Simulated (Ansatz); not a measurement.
Relaxation of a relaxed WSe2 cell, doubled along one cell vector, shaken by Gaussian noise of σ = 0.08 Å a coordinate; 12 atoms in the cell, which starts as P1 (No. 1), aP12; a = 3.3844 Å, b = 6.2069 Å, c = 12.4138 Å, α = β = γ = 90.00°. Computed with PBE (plane waves to 420 eV, PAW, scalar-relativistic; Ansatz, a quantum-chemistry and plane-wave program). Γ-centred k-mesh 2×4×7 on the run's cell (coarser than for final values), Fermi–Dirac smearing 0.05 eV. This is the first round of the run. 

The optimiser's lines from the output (shortened; P is positive under compression):

```
relax step   1: F+E_penalty+E_count = -85296.66326200 eV  Δ(F+E_penalty+E_count) = +0.000e0 eV  max|allowed force component| = 1.532e0 eV/Å  Δτ_max = 0.0000 Å  P = +2.180 GPa  Ω = 260.773 Å³  (9 SCF iters, dr2 threshold 1.00e-7 eV, accepted)
relax step   2: F+E_penalty+E_count = -85297.06406647 eV  Δ(F+E_penalty+E_count) = -4.008e-1 eV  max|allowed force component| = 4.194e-1 eV/Å  Δτ_max = 0.1940 Å  P = -0.422 GPa  Ω = 262.220 Å³  (6 SCF iters, dr2 threshold 1.20e-6 eV, accepted)
relax step   3: F+E_penalty+E_count = -85297.26855919 eV  Δ(F+E_penalty+E_count) = -2.045e-1 eV  max|allowed force component| = 2.357e-1 eV/Å  Δτ_max = 0.2000 Å  P = +0.102 GPa  Ω = 259.740 Å³  (6 SCF iters, dr2 threshold 1.20e-6 eV, accepted)
relax step   4: F+E_penalty+E_count = -85297.40419990 eV  Δ(F+E_penalty+E_count) = -1.356e-1 eV  max|allowed force component| = 4.676e-1 eV/Å  Δτ_max = 0.1652 Å  P = -0.118 GPa  Ω = 257.548 Å³  (6 SCF iters, dr2 threshold 1.20e-6 eV, accepted)
relax step   5: F+E_penalty+E_count = -85297.65093235 eV  Δ(F+E_penalty+E_count) = -2.467e-1 eV  max|allowed force component| = 4.590e-1 eV/Å  Δτ_max = 0.1521 Å  P = -0.168 GPa  Ω = 253.361 Å³  (6 SCF iters, dr2 threshold 1.20e-6 eV, accepted)
relax step   6: F+E_penalty+E_count = -85297.82434364 eV  Δ(F+E_penalty+E_count) = -1.734e-1 eV  max|allowed force component| = 7.321e-1 eV/Å  Δτ_max = 0.1578 Å  P = -0.317 GPa  Ω = 248.918 Å³  (6 SCF iters, dr2 threshold 1.20e-6 eV, accepted)
relax step   7: F+E_penalty+E_count = -85298.11938169 eV  Δ(F+E_penalty+E_count) = -2.950e-1 eV  max|allowed force component| = 3.668e-1 eV/Å  Δτ_max = 0.1945 Å  P = -0.068 GPa  Ω = 240.411 Å³  (8 SCF iters, dr2 threshold 1.20e-6 eV, accepted)
relax step   8: F+E_penalty+E_count = -85298.12715086 eV  Δ(F+E_penalty+E_count) = -7.769e-3 eV  max|allowed force component| = 4.509e-1 eV/Å  Δτ_max = 0.1364 Å  P = +1.016 GPa  Ω = 236.484 Å³  (9 SCF iters, dr2 threshold 1.20e-6 eV, accepted)
relax step   9: F+E_penalty+E_count = -85298.20260169 eV  Δ(F+E_penalty+E_count) = -7.545e-2 eV  max|allowed force component| = 4.781e-2 eV/Å  Δτ_max = 0.0697 Å  P = +0.059 GPa  Ω = 238.284 Å³  (7 SCF iters, dr2 threshold 1.20e-6 eV, accepted)
relax step  10: F+E_penalty+E_count = -85298.20345782 eV  Δ(F+E_penalty+E_count) = -8.561e-4 eV  max|allowed force component| = 3.447e-3 eV/Å  Δτ_max = 0.0077 Å  P = +0.002 GPa  Ω = 238.240 Å³  (7 SCF iters, dr2 threshold 1.43e-7 eV, accepted)
relax step  11: F+E_penalty+E_count = -85298.20346700 eV  Δ(F+E_penalty+E_count) = -9.171e-6 eV  max|allowed force component| = 4.659e-4 eV/Å  Δτ_max = 0.0006 Å  P = +0.001 GPa  Ω = 238.250 Å³  (6 SCF iters, dr2 threshold 2.12e-9 eV, accepted)
relax step  12: F+E_penalty+E_count = -85298.19997008 eV  Δ(F+E_penalty+E_count) = +3.497e-3 eV  max|allowed force component| = 5.080e-4 eV/Å  Δτ_max = 0.0000 Å  P = -0.006 GPa  Ω = 238.250 Å³  stress off target by 1.56e-2 GPa  SCF on the basis re-selected at this cell (its energy is not comparable with the rows above)  (8 SCF iters)
```

From the first to the last row the energy changes by -0.13 eV/atom and the volume by -8.6 %. The last row is marked as not comparable with the walk above it, whose basis was carried along; it does compare with step 1, since both stand on a basis selected at the nominal cutoff for their own cell.

Later rounds, restarted from the end of this one on a renewed k-mesh, logged 4 more steps and released under 0.01 eV/atom more. The final structure after all rounds: Pnnm (No. 58), oP6, AFLOW prototype AB2_oP6_58_a_g (as in Fe2C); a = 5.6619 Å, b = 6.3658 Å, c = 3.3032 Å, α = 90.00°, β = 90.00°, γ = 90.00°. Between re-selections the logged energies stand on a plane-wave basis carried along with the cell. No spin polarisation in the result.

The relaxed structure here is a generated cell of WSe2: the first start was made by placing the elements on the sites of a structure type, and the end was not matched to a known phase here, so it may be hypothetical. Known forms of WSe2 include space group No. 194.
